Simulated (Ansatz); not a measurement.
In r²SCAN in the plane-wave PAW code Ansatz, AlInAs2 in the tetragonal phase (P-4m2; Pearson symbol tP12) relaxes to a = 4.159 Å, c = 17.707 Å. In on 2e has 4 nearest neighbours from 2.61 Å (tetrahedral); As on 2g has 4 nearest neighbours from 2.61 Å (tetrahedral); In on 1b has 4 nearest neighbours from 2.61 Å (tetrahedral); As on 2g has 4 nearest neighbours from 2.48 Å (tetrahedral).

It is gapped at this level: 1.03 eV (direct). The valence maximum lies at Γ and the conduction minimum at Γ. HSE06 on the same cell gives 1.32 eV. Gap from r²SCAN with spin–orbit coupling: 0.93 eV. The electron mass is 0.073, 0.073, 0.089 mₑ (principal values).

The bulk modulus is 66.2 GPa. Bader charges are In +0.84 to +0.85, As -2.04 to -0.85, Al +2.05 e.

The start of the workflow was typed in or built on a structure type; neither database checked (COD, Materials Project) lists it. Whether it is the stable phase at ambient conditions was not checked. The cell was relaxed with r²SCAN under the symmetry of its start; whether a distortion lowers the energy is not shown. Scalar-relativistic: spin–orbit coupling is off unless named, which matters more the heavier the elements.

Potentials: the earlier of the program's two PAW sets. The files were generated under PBE; for other functionals the program regenerates the frozen cores, and for LDA and PBEsol the local potential too.
